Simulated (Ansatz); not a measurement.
Nb$_{3}$Sn:
```
CELL_PARAMETERS angstrom
      5.31909     0.00000     0.00000
      0.00000     5.31909     0.00000
      0.00000     0.00000     5.31909
ATOMIC_POSITIONS crystal
  Nb 0.25000 0.00000 0.50000
  Nb 0.75000 0.00000 0.50000
  Nb 0.50000 0.75000 0.00000
  Nb 0.50000 0.25000 0.00000
  Nb 0.00000 0.50000 0.75000
  Nb 0.00000 0.50000 0.25000
  Sn 0.00000 0.00000 0.00000
  Sn 0.50000 0.50000 0.50000
```

Relaxed with PBE. Special points in fractions of this cell's reciprocal vectors: Γ (0.000, 0.000, 0.000); X (0.000, 0.500, 0.000); M (0.500, 0.500, 0.000); R (0.500, 0.500, 0.500).

List the band energies nearest the Fermi level at these points for the program Ansatz at the PBE with spin–orbit coupling level (PAW).

In eV from the Fermi level; about four levels below and three above (degenerate sets whole), none deeper than 8.9 eV; points with the same levels are listed once.

| k | below | above |
|---|---|---|
| Γ | -0.06 -0.06 -0.06 -0.06 | 2.29 2.29 2.35 2.35 2.35 2.35 |
| X | -0.39 -0.39 -0.39 -0.39 | 1.47 1.47 1.47 1.47 |
| M | -1.52 -1.52 -0.87 -0.87 | 0.07 0.07 0.08 0.08 |
| R | -1.35 -1.35 -1.35 -1.35 -1.35 -1.35 -1.35 -1.35 | 0.03 0.03 0.03 0.03 0.03 0.03 0.03 0.03 |

Space group Pm-3n (A15 (Cr3Si type)). The PBE relaxation kept the symmetry of its start. No spin polarisation was allowed.

Potentials: the later of the program's two PAW sets.
